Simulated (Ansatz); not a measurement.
Input deck for Ansatz 0.2.0, then the block of the output on the nuclei.

The cell is an entry of the Crystallography Open Database (COD) (listed for 1.1 GPa) whose atoms were relaxed with PBE, the cell held.

```yaml
crystal:
  lattice:
    - [4.8757, 0.0, 0.0]
    - [0.0, 4.8757, 0.0]
    - [0.0, 0.0, 6.7163]
  atoms:
    - { symbol: Si, position: [0.3153716663, 0.3153716663, 0.0] }
    - { symbol: Si, position: [0.1846283337, 0.8153716663, 0.25] }
    - { symbol: Si, position: [0.6846283337, 0.6846283337, 0.5] }
    - { symbol: Si, position: [0.8153716663, 0.1846283337, 0.75] }
    - { symbol: O, position: [0.2321164999, 0.1364779057, 0.1952165159] }
    - { symbol: O, position: [0.3635220943, 0.7321164999, 0.4452165159] }
    - { symbol: O, position: [0.7678835001, 0.8635220943, 0.6952165159] }
    - { symbol: O, position: [0.6364779057, 0.2678835001, 0.9452165159] }
    - { symbol: O, position: [0.7321164999, 0.3635220943, 0.5547834841] }
    - { symbol: O, position: [0.8635220943, 0.7678835001, 0.3047834841] }
    - { symbol: O, position: [0.2678835001, 0.6364779057, 0.0547834841] }
    - { symbol: O, position: [0.1364779057, 0.2321164999, 0.8047834841] }
kpoints:
  mp_grid: { grid: [5, 5, 4] }
scf:
  occupations: { method: fermi_dirac, width: 0.02 }
hamiltonian:
  xc: r2scan
  pseudopotentials: { kind: paw, frozen_core: stored }
output:
  forces: true
  stress: true
  populations: true
  efg: { quadrupole_moments_barn: { O: -0.02558 } }
```

```sh
ansatz run input.yaml --threads 1 --pin off --max-ram 3072MiB --backend cpu --events-out ev --progress --plain --runs-dir out
```

Of the output, the block on the nuclei alone is shown; the set-up, the SCF iterations, energies, forces and stress are cut. One atom of each set with nearly equal values is shown.

```
--- PAW observables at the nuclei: V_zz in 10²¹ V/m², potentials from the cell's mean, atoms counted from 1 ---
  atom   1  Si V_zz =    -0.437390   η = 0.7663   by run symmetry: allowed
            electrostatic potential = -1353.555837 V   contact ρ = none
  atom   5  O  V_zz =    +9.224983   η = 0.2651   by run symmetry: allowed   C_q = -5.7059 MHz
            electrostatic potential = -618.690134 V   contact ρ = none
```

The run took 15 s of wall time (15 s of CPU time) and 0.64 GiB at its peak, on 1 thread of Intel Xeon 6975P-C (Granite Rapids) (x86_64; 8 cores open to the job, memory cap 3.0 GiB, no GPU), a shared host with a load of 0.4 a core.

The largest force is 0.4 eV/Å, so the atoms aren't at the calculated equilibrium and relaxing them would move these values.
